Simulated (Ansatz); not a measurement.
Here is the system:

BeS:
```
CELL_PARAMETERS angstrom
      0.00000     2.43797     2.43797
      2.43797     0.00000     2.43797
      2.43797     2.43797     0.00000
ATOMIC_POSITIONS crystal
  S  0.75000 0.75000 0.75000
  Be 0.00000 0.00000 0.00000
```

This is the PBE-relaxed structure.

Task: All from PBE in the plane-wave PAW code Ansatz, unless another level is named. Predict the hole effective mass, band 2 of 3 at the edge.

Result: 0.57 along [100], 0.57 along [110], 1.4 along [111] (mₑ).

Task: Give the smallest direct gap on the standard path.

Result: 5.61 eV.

Task: Predict the conduction-band minimum.

Result: at X (3 equivalent valleys).

Task: What about the valence-band maximum?

Result: at Γ.

Space group F-43m (zinc blende). Symmetry was held in the PBE relaxation.

Potentials: the later of the program's two PAW sets.
